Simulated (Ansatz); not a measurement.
CuI: computed property card

CuI:
```cif
data_Cu3I3
_chemical_formula_sum 'Cu3 I3'
_space_group_name_H-M_alt 'P 1'
_space_group_IT_number 1
_cell_length_a 4.16824
_cell_length_b 4.16824
_cell_length_c 9.64289
_cell_angle_alpha 90.000
_cell_angle_beta 90.000
_cell_angle_gamma 120.000
loop_
_space_group_symop_operation_xyz
  'x, y, z'
loop_
_atom_site_label
_atom_site_type_symbol
_atom_site_fract_x
_atom_site_fract_y
_atom_site_fract_z
_atom_site_occupancy
Cu1 Cu 0.49978 0.49978 0.50000 1
Cu2 Cu 0.50022 0.00000 0.83333 1
Cu3 Cu 0.00000 0.50022 0.16667 1
I1 I 0.49994 0.49994 0.00000 1
I2 I 0.50006 0.00000 0.33333 1
I3 I 0.00000 0.50006 0.66667 1
```

Space group P6_422 (No. 181); conventional cell a = b = 4.1682 Å, c = 9.6429 Å, α = β = 90.00°, γ = 120.00°.

Method: PBE+D3(BJ) in the plane-wave PAW code Ansatz. Structure relaxed to zero pressure with the same functional. Other levels are named where they apply.

Cell and energy:

* **Volume per atom**: 24.18 Å³
* **Density**: 6.54 g/cm³
* **Formation energy from the elements (no fitted shifts)**: 0.030 eV/atom

Electronic structure:

Band gap: 0.69 eV (indirect)
Valence-band maximum: at A
Conduction-band minimum: at Γ
Smallest direct gap on the standard path: 1.17 eV
Electron effective mass: 0.13, 0.14, 0.14 mₑ (principal values)
Hole effective mass: 0.35, 0.35, 0.62 mₑ (principal values)

Magnetism:

- Magnetic order: non-magnetic (starting moments vanished)

The start of the workflow was typed in or built on a structure type; neither database checked (COD, Materials Project) lists it. It is not the phase usual at ambient conditions (space group No. 216). The PBE+D3(BJ) relaxation kept the symmetry of its start; its stability against distortions is not shown here. The workflow began spin-polarised and lost its moments. The volume moved by -32 % from the start of the relaxation. Point labels and valley counts follow the cell and symmetry of the run, lower than the named group. The references are the lowest solids computed at this level, not always the standard phases. Scalar-relativistic: spin–orbit coupling is off unless named, which matters more the heavier the elements.

Potentials: the later of the program's two PAW sets.
